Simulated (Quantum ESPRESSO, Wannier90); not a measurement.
# Wannier functions of BaTiO3 (Amm2)

```
begin unit_cell_cart
ang
    3.9833300000    0.0000000000    0.0000000000
    0.0000000000    2.8625950000    2.8753400000
    0.0000000000   -2.8625950000    2.8753400000
end unit_cell_cart
begin atoms_frac
Ba   0.0000000000  0.0034100000  0.0034100000
Ti   0.5000000000 -0.4815000000 -0.4815000000
O    0.5000000000 -0.0215700000  0.4913500000
O    0.5000000000  0.4913500000 -0.0215700000
O    0.0000000000  0.4882000000  0.4882000000
end atoms_frac
```

Structure: Materials Project mp-5777, symmetrised, not relaxed again. COD (Crystallography Open Database) has the formula in 5 space groups, this one among them (matched by group alone). Computed values, not measurements, from LDA: Quantum ESPRESSO (norm-conserving PseudoDojo potentials, cutoff 68 Ry, no spin polarisation, no spin-orbit coupling) on a Γ-centred 8×8×8 mesh, then Wannier90. Density: 8×8×8 mesh, cold smearing 0.01 Ry. Spin-orbit coupling is left out although heavy elements are present.

A tight-binding model is made by disentanglement and projection with no localisation steps (num_iter = 0), so the 14 orbitals stay atom-like: hydrogen-like Ti: d; O: p, axes along x, y, z; frozen window up to 3.63 eV relative to the valence-band maximum. It follows pw.x to 0.2 meV rms for states up to 3.1 eV relative to the valence-band maximum. Matrix elements depend on this choice of orbitals and windows.

### Question
What are the on-site energies relative to the valence-band maximum, and how fast do the hoppings decay?

### Answer
```json
[
 {"atom": "Ti2", "orbitals": "dz2", "energy (eV)": "2.69"},
 {"atom": "Ti2", "orbitals": "dxz dxy", "energy (eV)": "2.38"},
 {"atom": "Ti2", "orbitals": "dyz", "energy (eV)": "3.77"},
 {"atom": "Ti2", "orbitals": "dx2-y2", "energy (eV)": "3.52"},
 {"atom": "O3", "orbitals": "pz", "energy (eV)": "-1.34"},
 {"atom": "O3", "orbitals": "px", "energy (eV)": "-1.20"},
 {"atom": "O3", "orbitals": "py", "energy (eV)": "-1.31"},
 {"atom": "O4", "orbitals": "pz", "energy (eV)": "-1.34"},
 {"atom": "O4", "orbitals": "px", "energy (eV)": "-1.20"},
 {"atom": "O4", "orbitals": "py", "energy (eV)": "-1.31"},
 {"atom": "O5", "orbitals": "pz py", "energy (eV)": "-1.10"},
 {"atom": "O5", "orbitals": "px", "energy (eV)": "-1.42"}
]
```

```tsv
distance of the centres (Å)	largest modulus (eV)
1–2	1.8
2–3	1.9
3–4	0.12
4–5	0.10
5–6	0.19
6–7	0.037
7–8	0.0072
8–9	0.0046
9–10	0.0026
10–11	0.0010
11–12	0.0021
12–13	0.00046
```
